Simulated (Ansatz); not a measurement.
SrCd2Ge2 in space group I4/mmm (No. 139; Sr on 2a, Ge on 4e, Cd on 4d) at seven volumes, plane-wave PAW PBEsol (Ansatz code), shape and atoms relaxed at each. One row is withheld.

```
V (Å³/atom)  P (GPa)
-----------  -------
21.134          6.43
21.831          3.92
22.527          1.79
23.224          0.00
23.921         -1.51
24.618         -2.79
25.314             ?
```

Q: Fit the shown pressures and predict the withheld one.

A: P = (3/2)B₀(x^(7/2) − x^(5/2))[1 + (3/4)(B′ − 4)(x − 1)] with x = (V₀/V)^(2/3). Least squares on the six rows gives V₀ = 23.225 Å³/atom, B₀ = 54.8 GPa, B′ = 4.62. At V = 25.314, x = 0.9442 and P = -3.87 GPa. The run itself gave -3.87 GPa.

The workflow started from an entry of the Crystallography Open Database (COD). Its standing as an ambient phase is unchecked. Symmetry was held in the PBEsol relaxation; its stability against distortions is not shown here.

Potentials: the later of the program's two PAW sets.
